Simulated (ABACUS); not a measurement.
Worked example: self-consistent single point of Ti (P6/mmm, 3 atoms in the cell; from Materials Project mp-72, changed as shown) in ABACUS.

Method: PBEsol, PseudoDojo 0.4 standard norm-conserving PBEsol (tails mended) pseudopotentials (plane waves; ABACUS).

The change in words: lattice vector c scaled by 1.02. Reference geometry (P6/mmm):
```
CELL_PARAMETERS angstrom
      4.56737     0.00000     0.00000
     -2.28369     3.95546     0.00000
      0.00000     0.00000     2.82624
ATOMIC_POSITIONS crystal
  Ti 0.00000 0.00000 0.00000
  Ti 0.33333 0.66667 0.50000
  Ti 0.66667 0.33333 0.50000
```

Reference input (self-consistent single point, DFT, PBEsol, plane waves, PseudoDojo 0.4 standard norm-conserving PBEsol (tails mended) pseudopotentials): KPT = Gamma 8 8 12 0 0 0; basis_type = pw; ecutwfc = 84 Ry; smearing_method = mp; smearing_sigma = 0.0199916 Ry; potentials = PseudoDojo 0.4 standard norm-conserving PBEsol (tails mended); symmetry = 1; symmetry_prec = 1e-05; ks_solver = dav; scf_nmax = 100; scf_thr = 1.0e-09 Ry; mixing_type = pulay. This run's input differs from it in these lines:

```diff
@@ -28,3 +28,3 @@
   -0.5000000237    0.8660253467    0.0000000000
-   0.0000000000    0.0000000000    0.6187893983
+   0.0000000000    0.0000000000    0.6311652301
 
@@ -37,4 +37,4 @@
    0.0000000000    0.0000000000    0.0000000000 1 1 1
-  -0.0000005000    0.5773505198    0.3093946992 1 1 1
-   0.5000005237    0.2886748269    0.3093946992 1 1 1
+  -0.0000005000    0.5773505198    0.3155826150 1 1 1
+   0.5000005237    0.2886748269    0.3155826150 1 1 1
 # file: KPT
```

Output (repeated stretches shortened):

```
 SELF-CONSISTENT
 -------------------------------------------
                                 init_chg = atomic

 PW ALGORITHM --------------- ION=   1  ELEC=   1--------------------------------

 Notice: Threshold on eigenvalues was too large.

 Density error is 0.164894457507
                          Error Threshold = 0.000450828254733
 E_KohnSham     -355.7772034942      -4840.5971860269
 E_Fermi        1.0052047191         13.6765118356

 PW ALGORITHM --------------- ION=   1  ELEC=   2--------------------------------

 Density error is 0.342567751321
                          Error Threshold = 0.000458040159743
   [... lines left out ...]

 Density error is 1.48423705527e-09
                          Error Threshold = 1.11737848456e-10
 E_KohnSham     -355.8034957209      -4840.9549101228
 E_Fermi        0.9692137643         13.1868297748

 PW ALGORITHM --------------- ION=   1  ELEC=  12--------------------------------

 Density error is 6.30043365991e-11
                          Error Threshold = 4.1228807091e-12
 E_KohnSham     -355.8034957211      -4840.9549101251
 E_KS(sigma->0) -355.8038008422      -4840.9590615118
 E_entropy(-TS) 0.0009153635         0.0124541600
 E_Fermi        0.9692146244         13.1868414767
 charge density convergence is achieved
 final etot is -4840.9549101 eV
 EFERMI = 13.186841477 eV

 STATE ENERGY(eV) AND OCCUPATIONS    NSPIN == 1
   [... 25 lines left out ...]

 TOTAL-FORCE (eV/Angstrom)
                       Ti1         0.0000000000         0.0000000000         0.0000000000
                       Ti2         0.0000000000         0.0000000000         0.0000000000
                       Ti3         0.0000000000         0.0000000000         0.0000000000

 TOTAL-STRESS (KBAR)
       -47.4039910242         0.0000000027         0.0000000000
         0.0000000027       -47.4040017769         0.0000000000
         0.0000000000         0.0000000000       -80.2950270663
 TOTAL-PRESSURE: -58.367673 KBAR

 --------------------------------------------
 !FINAL_ETOT_IS -4840.9549101251068350 eV
 --------------------------------------------
```

The run converged in 12 iterations. Against the reference run the free energy rises by 12.4 meV/atom and the pressure goes from -3.76 to -5.84 GPa.

The structure comes from a collection of computed structures, made at another level of theory; the collection holds predicted forms beside known ones.

Cost on one core: very roughly 5 core-minutes.

“Tails mended”: in these copies of the files the far tail of each local potential was reset to the Coulomb form.
